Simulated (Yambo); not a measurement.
```xyz
10
Lattice="0.0000 4.4106 4.4106 4.4106 0.0000 4.4106 4.4106 4.4106 0.0000" Properties=species:S:1:pos:R:3 pbc="T T T"
F      4.4106     4.4106     1.9766
F      4.4106     4.4106     6.8446
F      1.9766     4.4106     4.4106
F      6.8446     4.4106     4.4106
F      4.4106     1.9766     4.4106
F      4.4106     6.8446     4.4106
K      2.2053     2.2053     2.2053
K      6.6159     6.6159     6.6159
K      4.4106     4.4106     4.4106
Rh     0.0000     0.0000     0.0000
```

Workflow: LDA (Quantum ESPRESSO, PseudoDojo norm-conserving, 88 Ry, without SOC), then G0W0 in Yambo (2×2×2 Γ-centred k mesh, bands 5 to 328 and a 8 Ry block in the screening, 328 bands in G with the Bruneval-Gonze terminator, plasmon pole fitted at 27.2 eV).

Q: Give the LDA and G0W0 gaps between the band edges found on this mesh, and say where the edges lie.

A: Edges: X → X. LDA: 2.03 eV; G0W0: 5.84 eV. Nearest settings tried, and what they do to the gap: 255 bands in W, 255 bands in G: +28 meV; 6 Ry block (307 vectors against 531): -5 meV; 4×4×4 mesh: +77 meV. So the settings aren't converged at that level. The k mesh is coarse. Spin-orbit splittings are left out.

Geometry of the Materials Project entry, not relaxed at this level.

The structure is a Materials Project entry; no match was found in the copy of COD used, and its stability was not checked.
